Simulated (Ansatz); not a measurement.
TiSi:
```cif
data_Si4Ti4
_chemical_formula_sum 'Ti4 Si4'
_space_group_name_H-M_alt 'Pnma'
_space_group_IT_number 62
_space_group_name_Hall '-P 2ac 2n'
_cell_length_a 6.45388
_cell_length_b 3.62092
_cell_length_c 4.96428
_cell_angle_alpha 90.000
_cell_angle_beta 90.000
_cell_angle_gamma 90.000
loop_
_atom_site_label
_atom_site_type_symbol
_atom_site_symmetry_multiplicity
_atom_site_Wyckoff_symbol
_atom_site_fract_x
_atom_site_fract_y
_atom_site_fract_z
_atom_site_occupancy
Ti1 Ti 4 c 0.17604 0.25000 0.12932 1
Si1 Si 4 c 0.04421 0.25000 0.64646 1
```

Relaxed with PBEsol.

Task: Which orbitals make up the states near the Fermi level in PBEsol (plane waves, PAW; program Ansatz)?

Result: Within 0.5 eV of the Fermi level: Ti 3d 84 %, Si 3p 9 %, outside the projected shells 5 %. Projections are on Löwdin-orthogonalised atomic valence shells; empty p or d shells of many metals are not among them.

Task: Tabulate the density of states.

Result: States/eV per cell of 8 atoms, in 0.25 eV bins, energy from the Fermi level.

| E (eV) | total | Ti 3d | Si 3p | Si 3s |
|---|---|---|---|---|
| -7.85 | 0.91 | 0.15 | 0.22 | 0.49 |
| -7.60 | 0.99 | 0.17 | 0.24 | 0.52 |
| -7.35 | 1.71 | 0.24 | 0.45 | 0.76 |
| -7.10 | 2.88 | 0.40 | 0.74 | 1.25 |
| -6.85 | 3.00 | 0.51 | 0.73 | 1.33 |
| -6.60 | 1.95 | 0.43 | 0.46 | 0.86 |
| -6.35 | 1.68 | 0.35 | 0.48 | 0.63 |
| -6.10 | 0.38 | 0.06 | 0.13 | 0.13 |
| -5.85 | 0.00 | 0.00 | 0.00 | 0.00 |
| -5.60 | 0.24 | 0.03 | 0.14 | 0.01 |
| -5.35 | 1.85 | 0.25 | 1.11 | 0.10 |
| -5.10 | 3.12 | 0.51 | 1.79 | 0.25 |
| -4.85 | 3.11 | 0.56 | 1.79 | 0.27 |
| -4.60 | 3.02 | 0.58 | 1.84 | 0.20 |
| -4.35 | 2.75 | 0.56 | 1.67 | 0.19 |
| -4.10 | 3.17 | 0.71 | 1.91 | 0.20 |
| -3.85 | 3.74 | 0.92 | 2.26 | 0.20 |
| -3.60 | 4.40 | 1.12 | 2.75 | 0.21 |
| -3.35 | 4.76 | 1.38 | 2.93 | 0.15 |
| -3.10 | 5.20 | 1.57 | 3.15 | 0.18 |
| -2.85 | 5.76 | 1.94 | 3.28 | 0.23 |
| -2.60 | 5.99 | 2.23 | 3.26 | 0.24 |
| -2.35 | 3.87 | 1.78 | 1.80 | 0.10 |
| -2.10 | 6.08 | 3.24 | 2.45 | 0.10 |
| -1.85 | 4.69 | 2.88 | 1.47 | 0.06 |
| -1.60 | 6.33 | 4.37 | 1.46 | 0.06 |
| -1.35 | 6.06 | 4.52 | 1.10 | 0.06 |
| -1.10 | 5.38 | 4.19 | 0.82 | 0.05 |
| -0.85 | 5.18 | 4.19 | 0.66 | 0.04 |
| -0.60 | 5.06 | 4.18 | 0.54 | 0.03 |
| -0.35 | 4.35 | 3.59 | 0.48 | 0.02 |
| -0.10 | 2.01 | 1.67 | 0.22 | 0.01 |
| 0.15 | 2.71 | 2.30 | 0.22 | 0.02 |
| 0.40 | 4.88 | 4.10 | 0.39 | 0.05 |
| 0.65 | 5.35 | 4.61 | 0.38 | 0.03 |
| 0.90 | 6.00 | 5.19 | 0.44 | 0.05 |
| 1.15 | 7.31 | 6.34 | 0.53 | 0.09 |
| 1.40 | 10.94 | 9.54 | 0.74 | 0.16 |
| 1.65 | 8.91 | 8.16 | 0.39 | 0.04 |
| 1.90 | 12.45 | 11.63 | 0.44 | 0.06 |
| 2.15 | 7.00 | 6.38 | 0.32 | 0.12 |
| 2.40 | 2.53 | 1.97 | 0.26 | 0.19 |
| 2.65 | 5.01 | 3.81 | 0.66 | 0.29 |
| 2.90 | 10.39 | 7.85 | 1.47 | 0.53 |
| 3.15 | 8.08 | 5.29 | 1.42 | 0.67 |
| 3.40 | 4.66 | 2.49 | 0.91 | 0.52 |
| 3.65 | 6.07 | 2.94 | 1.08 | 0.94 |

The workflow started from a Materials Project entry (that database holds measured and hypothetical structures alike); the Crystallography Open Database copy checked does not list it. COD files the formula under space group No. 25, so this cell is another polymorph or a model. Whether it is the stable phase at ambient conditions was not checked. Symmetry was held in the PBEsol relaxation; of distortions, only those at the zone centre were tested. No spin polarisation was allowed.

Potentials: the later of the program's two PAW sets.
